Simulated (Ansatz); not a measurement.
NbP (CsCl type, Pm-3m), DFT-r²SCAN in the program Ansatz with PAW potentials, all energies at zero smearing, with the estimated change up to a 700 eV cutoff added, with one set of potentials and settings (totals compare only within such a set). Cell of 2 atoms (1 Nb, 1 P): -5324.166 eV.

```
element             reference phase  E (eV/atom)
-------  --------------------------  -----------
Nb       Im-3m, 1 atoms in the cell   -4563.6321
P         Cmce, 4 atoms in the cell    -759.1646
```

Formation energy per atom, worked out: (-5324.166 − 1×(-4563.6321) − 1×(-759.1646))/2 = -0.684 eV/atom (-66 kJ per mol of atoms), at 0 K, without zero-point energy or fitted corrections.

A made-up cell: these elements were put on the sites of a structure type; neither database checked (COD, Materials Project) lists it. COD files the formula under space group No. 141, so this cell is another polymorph or a model. Whether it is the stable phase at ambient conditions was not checked. The cell was relaxed with r²SCAN under the symmetry of its start; its stability against distortions is not shown here. The run is not spin-polarised. The references are the lowest solids computed at this level, not always the standard phases.

Potentials: the later of the program's two PAW sets.
